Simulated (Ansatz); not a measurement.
RuW:
```xyz
4
Lattice="1.4035 -4.8862 0.0000 1.4035 4.8862 0.0000 0.0000 0.0000 4.3890" Properties=species:S:1:pos:R:3 pbc="T T T"
W      1.4035    -1.5483     1.0972
Ru     1.4035    -4.0305     1.0972
W      1.4035     1.5483     3.2917
Ru     1.4035     4.0305     3.2917
```

Relaxed with r²SCAN.

Q: Map the valence electron density (e/Å³), cut off at 5 on the plane through (0.658, 0.342, 0.250) spanned by u = [1, 1, 0] and v = [1, -1, 0] in lattice vectors, from the program Ansatz at the r²SCAN level (PAW).

A: x is the fraction of u, y of v (the angle between them is 90°; rows are the nearest grid lines); atoms in the plane: W at (0.00, 0.00), W at (0.50, 0.50), Ru at (0.00, 0.25), Ru at (0.50, 0.75).
```
y \ x   0.000  0.0625  0.188  0.250  0.375  0.438  0.562  0.625  0.750  0.812  0.938   1.00
------  -----  ------  -----  -----  -----  -----  -----  -----  -----  -----  -----  -----
1.00     3.53    4.38   4.62   2.75  0.603  0.424  0.424  0.603   2.75   4.62   4.38   3.53
0.925    2.51    2.26   1.03  0.609  0.352  0.324  0.324  0.352  0.609   1.03   2.26   2.51
0.850   0.288   0.294  0.368  0.453  0.723  0.864  0.864  0.723  0.453  0.368  0.294  0.288
0.775   0.330   0.362   1.05   2.61   5.00   5.00   5.00   5.00   2.61   1.05  0.362  0.330
0.700   0.258   0.280  0.592   1.22   4.26   5.00   5.00   4.26   1.22  0.592  0.280  0.258
0.625   0.189   0.195  0.263  0.332  0.518  0.595  0.595  0.518  0.332  0.263  0.195  0.189
0.550   0.276   0.293  0.605   1.27   3.75   4.62   4.62   3.75   1.27  0.605  0.293  0.276
0.450   0.348   0.363  0.653   1.28   3.76   4.72   4.72   3.76   1.28  0.653  0.363  0.348
0.375   0.420   0.411  0.375  0.359  0.353  0.361  0.361  0.353  0.359  0.375  0.411  0.420
0.300    5.00    5.00   3.29   1.58  0.439  0.332  0.332  0.439   1.58   3.29   5.00   5.00
0.225    5.00    5.00   4.74   2.30  0.473  0.332  0.332  0.473   2.30   4.74   5.00   5.00
0.150   0.842   0.792  0.522  0.388  0.236  0.207  0.207  0.236  0.388  0.522  0.792  0.842
0.0750   2.49    2.25   1.02  0.570  0.266  0.230  0.230  0.266  0.570   1.02   2.25   2.49
0.000    3.53    4.38   4.62   2.75  0.603  0.424  0.424  0.603   2.75   4.62   4.38   3.53
```

The density is the valence pseudo-density with augmentation charge, so density and ELF within about 1 Å of a nucleus are not all-electron values.

Space group Cmcm. The start of the workflow was typed in or built on a structure type; neither database checked (COD, Materials Project) lists it. Whether it is the stable phase at ambient conditions was not checked. The r²SCAN relaxation kept the symmetry of its start; whether a distortion lowers the energy is not shown. No spin polarisation was allowed. Its formation energy is positive at this level, so the cell may be metastable or incomplete. Spin–orbit coupling is left out wherever it is not named.

Potentials: the later of the program's two PAW sets.
